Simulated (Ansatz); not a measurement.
TaTe:
```cif
data_TaTe
_chemical_formula_sum 'Ta1 Te1'
_space_group_name_H-M_alt 'P 1'
_space_group_IT_number 1
_cell_length_a 3.37722
_cell_length_b 3.37722
_cell_length_c 3.37722
_cell_angle_alpha 90.000
_cell_angle_beta 90.000
_cell_angle_gamma 90.000
loop_
_space_group_symop_operation_xyz
  'x, y, z'
loop_
_atom_site_label
_atom_site_type_symbol
_atom_site_fract_x
_atom_site_fract_y
_atom_site_fract_z
_atom_site_occupancy
Ta1 Ta 0.00000 0.00000 0.00000 1
Te1 Te 0.50000 0.50000 0.50000 1
```

Relaxed with PBEsol.

Which orbitals make up the states near the Fermi level in PBEsol (plane waves, PAW; program Ansatz)?

Within 0.5 eV of the Fermi level: Ta 5d 80 %, Te 5p 5 %, outside the projected shells 9 %. Projections are on Löwdin-orthogonalised atomic valence shells; empty p or d shells of many metals are not among them.

Tabulate the density of states.

States/eV per cell of 2 atoms, in 0.25 eV bins, energy from the Fermi level.

```csv
E (eV),total,Ta 5d,Te 5p,Ta 6s
-7.85,0.38,0.05,0.23,0.07
-7.60,0.47,0.07,0.29,0.08
-7.35,0.57,0.09,0.36,0.09
-7.10,0.72,0.11,0.46,0.11
-6.85,1.46,0.34,0.93,0.13
-6.60,1.84,0.44,1.20,0.13
-6.35,1.18,0.29,0.77,0.07
-6.10,1.06,0.25,0.72,0.04
-5.85,1.05,0.24,0.73,0.03
-5.60,0.98,0.24,0.67,0.02
-5.35,0.91,0.24,0.61,0.02
-5.10,0.82,0.23,0.53,0.01
-4.85,0.84,0.25,0.53,0.02
-4.60,0.83,0.25,0.50,0.02
-4.35,0.85,0.27,0.50,0.03
-4.10,0.80,0.26,0.46,0.03
-3.85,0.84,0.30,0.46,0.03
-3.60,0.84,0.30,0.45,0.03
-3.35,0.90,0.34,0.45,0.05
-3.10,1.15,0.48,0.54,0.07
-2.85,1.86,0.75,0.94,0.10
-2.60,1.52,0.67,0.71,0.08
-2.35,1.20,0.61,0.49,0.06
-2.10,1.21,0.88,0.24,0.05
-1.85,2.50,1.92,0.39,0.08
-1.60,1.94,1.48,0.30,0.07
-1.35,1.20,0.91,0.15,0.08
-1.10,0.76,0.54,0.08,0.08
-0.85,0.47,0.30,0.06,0.07
-0.60,0.58,0.41,0.06,0.06
-0.35,1.30,1.04,0.08,0.07
-0.10,2.49,2.12,0.10,0.07
0.15,1.98,1.58,0.11,0.05
0.40,1.92,1.44,0.12,0.04
0.65,1.21,0.88,0.08,0.03
0.90,1.00,0.72,0.07,0.02
1.15,1.45,1.12,0.09,0.04
1.40,1.51,1.16,0.09,0.06
1.65,1.74,1.22,0.12,0.11
1.90,1.14,0.79,0.12,0.07
2.15,1.03,0.71,0.16,0.04
2.40,1.33,0.93,0.26,0.04
2.65,1.75,1.26,0.34,0.06
2.90,1.89,1.38,0.35,0.08
3.15,1.84,1.28,0.34,0.13
3.40,1.94,1.21,0.39,0.22
3.65,2.21,1.01,0.48,0.53
3.90,1.80,0.74,0.46,0.44
4.15,1.46,0.55,0.39,0.34
4.40,1.40,0.49,0.38,0.31
4.65,1.57,0.49,0.44,0.33
```

Space group Pm-3m (CsCl type). The start of the workflow was typed in or built on a structure type; neither database checked (COD, Materials Project) lists it. Its standing as an ambient phase is unchecked. The cell was relaxed with PBEsol under the symmetry of its start; its stability against distortions is not shown here. No spin polarisation was allowed. With an odd number of electrons in the cell and no spin polarisation, the count alone makes it a metal. Scalar-relativistic: spin–orbit coupling is off unless named, which matters more the heavier the elements.

Potentials: the later of the program's two PAW sets.
